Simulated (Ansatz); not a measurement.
How many states can DFT+U reach in CrAgO₂ (R-3m)?

All numbers are calculated (r²SCAN+U, U_eff = 2.5 eV (Dudarev form) on Cr d, fully localised double counting, scalar-relativistic datasets, 500 eV, PAW set soft_2 (made for PBE), 7×7×7 mesh, Gaussian smearing of 0.05 eV) with the plane-wave PAW code Ansatz.

```yaml
crystal:
  lattice:
    - [1.49250, 0.86170, 6.17000]
    - [-1.49250, 0.86170, 6.17000]
    - [0.00000, -1.72339, 6.17000]
  atoms:
    - { symbol: Cr, position: [0.50000, 0.50000, 0.50000] }
    - { symbol: Ag, position: [0.00000, 0.00000, 0.00000] }
    - { symbol: O, position: [0.11190, 0.11190, 0.11190] }
    - { symbol: O, position: [0.88810, 0.88810, 0.88810] }
```

The structure is that of a cell as deposited in COD, unrelaxed.

Cell and atoms stay fixed, and the cell was started in 11 ways, without spin–orbit coupling. The starts were built for 3 d electrons on Cr, a formal count that the converged states needn't keep. Starting moments of the plain starts: Cr1 3.00 μB (atoms counted from 1).

Energies count from the lowest free state found; constrained states (a lock kept on the moments, or spin off) can lie above or below free ones. A natural orbital (eigenvector of a shell's occupation matrix) is counted as filled above 0.75 (0.9 in a metal) and as partly filled from 0.35 up to that; ↑ and ↓ are the spin channels.

```csv
state,reached from,ΔE (meV/atom),gap (eV),P (GPa),cell spin moment (μB),site spin moments (μB),shell filling,Hubbard energy (eV/cell),flags
1,"random orbitals: single harmonics, high spin (draw 6); from atoms, symmetry kept, no search; random orbitals: random mixtures, one electron more (draw 7); 7 more",0.0,2.04,2.0,3.00,Cr 2.50,"Cr 3↑ 0↓, 4.25 e",1.30,–
2,"random orbitals: single harmonics, lower spin (2+1 electrons) (draw 4)",306.2,1.73,0.8,1.00,Cr 0.84,"Cr 2↑ 1↓, 4.30 e",1.35,–
```

The lowest free state (state 1) has 3 d electrons in filled orbitals, 3 of them unpaired, the high-spin filling, a gap of 2.04 eV and a whole-number cell moment of 3 μB, as a collinear insulator must have. Its natural occupations are Cr1 spin up: 0.31 0.31 0.98 0.98 0.98; Cr1 spin down: 0.07 0.08 0.08 0.23 0.23. Since all bands are wholly filled or empty, the fractional occupations (0.08, 0.23, 0.31) come from mixing of the shell with the neighbours' orbitals (covalency), not from partly filled bands. The Hubbard potential on a natural orbital is U(½ − λ), so on Cr1 an orbital at λ = 0.98 is pushed 1.7 eV below one at λ = 0.31 of the same spin (U × 0.67). The least gap, 2.04 eV, lies between opposite spins; within this spin the gap is 2.20 eV; other splittings, such as the crystal field's, add to the Hubbard shift.

State 2 lies 306.2 meV/atom higher, or 1.22 eV per cell. It has 3 filled d spin orbitals, 1 more of one spin than of the other, a gap of 1.73 eV and a whole-number cell moment of 1 μB, as a collinear insulator must have; natural occupations Cr1 spin up: 0.09 0.26 0.30 0.98 0.98; Cr1 spin down: 0.09 0.09 0.24 0.27 0.98. On Cr1, N↑ − N↓ is 0.95 in size in state 2 against 2.89 in state 1: with fewer parallel spins, state 2 lacks part of the exchange energy behind Hund's first rule. With J = 0 the Hubbard energy is (U/2) Σ λ(1 − λ), a penalty on fractional natural occupations. The sums Σ λ(1 − λ) over the cell's shells are 1.04 for state 1 and 1.08 for state 2, which at U/2 = 1.25 eV give 1.30 and 1.35 eV per cell. Of the difference of 1.22 eV per cell, the Hubbard term gives 0.06 eV and all other terms 1.17 eV, so the Hubbard term itself makes little of it, though U shapes both states. The other terms are taken on each state's own density, so they aren't the result of a run without U.

With one Cr ion in the cell, Cr moments can't oppose each other.

In the lowest free state the fixed cell carries a pressure of 2.0 GPa and forces up to 0.39 eV/Å; relaxing would change energies and could change the order of close states.

Other starts might reach a lower state still. Spin–orbit coupling is left out. The value of U was drawn from a range and not derived for this compound; another value can change gaps, moments and the order of states. A gap on the mesh alone may shrink between mesh points. Site moments are integrated in small spheres and here fall short of the shell's N↑ − N↓.
